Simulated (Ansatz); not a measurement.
## Hg: computed property card

Hg:
```
Hg
1.0
   -1.89522     1.89522     1.55481
    1.89522    -1.89522     1.55481
    1.89522     1.89522    -1.55481
Hg
1
Cartesian
  0.00000   0.00000   0.00000
```

Space group I4/mmm (No. 139), body-centred tetragonal; conventional cell a = 3.790 Å, b = 3.790 Å, c = 3.110 Å, α = 90.00°, β = 90.00°, γ = 90.00°.

Method: plane-wave PAW LDA (Ansatz code). Structure relaxed to zero pressure with the same functional. Other levels are named where they apply.

**Cell and energy**

| Quantity | Result |
|---|---|
| Volume per atom | 22.34 Å³ |
| Density | 14.91 g/cm³ |

**Electronic structure**

| Item | Result |
|---|---|
| Electronic character | metallic (no gap) |
| Density of states at the Fermi level | 0.27 states/eV per atom (mean over ±0.08 eV) |

The workflow started from a Materials Project entry (that database holds measured and hypothetical structures alike); the Crystallography Open Database copy checked does not list it. It is not the usual solid phase (space group No. 166). The LDA relaxation kept the symmetry of its start; whether a distortion lowers the energy is not shown. The substance is a gas or liquid at ambient conditions. Axis ratios of metals converge slowly with the k-mesh, so a and c are less sure than the volume. Scalar-relativistic: spin–orbit coupling is off unless named, which matters more the heavier the elements.

Potentials: the later of the program's two PAW sets.
